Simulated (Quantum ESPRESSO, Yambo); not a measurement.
## SrAgSF: DFT and GW levels

SrAgSF is modelled in the tetragonal space group P4/nmm, origin choice 1 (No. 129), Pearson symbol tP8. Cell: a = 4.1086 Å, b = 4.1086 Å, c = 9.1301 Å, α = 90.00°, β = 90.00°, γ = 90.00°. F on 2a sees 4 Sr at 2.500 Å (tetrahedral). S on 2c is coordinated by 4 Ag at 2.699 Å and 4 Sr at 3.221 Å. Sr on 2c sees 4 F at 2.500 Å and 4 S at 3.221 Å. Ag on 2b is surrounded by 4 S at 2.699 Å (tetrahedral). (Neighbours: up to the widest gap in distance over summed covalent radii, below 1.35, at either atom; cation-cation contacts left out.)

The geometry is that of Materials Project entry mp-1078562, symmetrised and not relaxed again.

Starting point: LDA (pw.x of Quantum ESPRESSO, ONCV potentials, without SOC). G0W0 in Yambo: 4×4×1 Γ-centred k mesh, bands 9 to 181 and a 6 Ry block in the screening, 181 bands in G with the Bruneval-Gonze terminator, plasmon pole fitted at 27.2 eV.

```yaml
LDA gap along the band path: 1.01 eV
LDA gap between the mesh's edge points (Γ → Γ): 1.01 eV
G0W0 gap between the same points: 2.22 eV
```

```csv
k point,band,E LDA (eV),E QP (eV),shift (eV),Z
Γ,VB,0.00,-0.62,-0.62,0.78
Γ,CB,1.01,1.61,0.59,0.81
M,VB,-1.19,-1.85,-0.66,0.77
M,CB,3.28,3.93,0.66,0.83
```

Energies count from the LDA valence-band maximum.

Nearest settings tried, and what they do to the gap: 146 bands in W, 146 bands in G: +26 meV; 5 Ry block (197 vectors against 257): -15 meV; 4×4×2 mesh: +103 meV. So the settings aren't converged at that level.

Spin-orbit splittings are left out.

The structure is a Materials Project entry; no match was found in the copy of COD used, and its stability was not checked.
